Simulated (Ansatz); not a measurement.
BiBN$_{2}$:
```
CELL_PARAMETERS angstrom
      3.03083     0.00000     0.00000
     -1.51542     2.62478     0.00000
      0.00000     0.00000     6.13936
ATOMIC_POSITIONS crystal
  Bi 0.33333 0.66667 0.00574
  N  0.33333 0.66667 0.46229
  B  0.66667 0.33333 0.52712
  N  0.66667 0.33333 0.77485
```

Relaxed with PBE. Special points in fractions of this cell's reciprocal vectors: Γ (0.000, 0.000, 0.000); M (0.500, 0.000, 0.000); K (0.333, 0.333, 0.000); A (0.000, 0.000, 0.500); L (0.500, 0.000, 0.500); H (0.333, 0.333, 0.500).

### Question
List the band energies nearest the Fermi level at these points for PBE with spin–orbit coupling in the plane-wave PAW code Ansatz.

### Answer
In eV from the Fermi level; about four levels below and three above (degenerate sets whole), none deeper than 8.9 eV; points with the same levels are listed once.

```csv
k,below,above
Γ,-0.43 -0.43 -0.38 -0.38,3.68 3.68 4.16 4.16
M,-1.51 -1.51 -0.90 -0.90,0.62 0.62 3.64 3.64
K,-3.99 -3.91 -3.80 -0.33,0.21 0.69 0.97
A,-0.52 -0.52 -0.44 -0.44,0.00 0.00 2.47 2.47
L,-1.56 -1.56 -0.33 -0.33,4.30 4.30 5.17 5.17
H,-2.28 -2.20 -1.21 -1.18,0.23 0.37 0.83
```

Space group P3m1. The start of the workflow was typed in or built on a structure type; neither database checked (COD, Materials Project) lists it. Its standing as an ambient phase is unchecked. The cell was relaxed with PBE under the symmetry of its start; its stability against distortions is not shown here. The volume moved by 19 % from the start of the relaxation. Its formation energy is positive at this level, so the cell may be metastable or incomplete.

Potentials: the earlier of the program's two PAW sets.
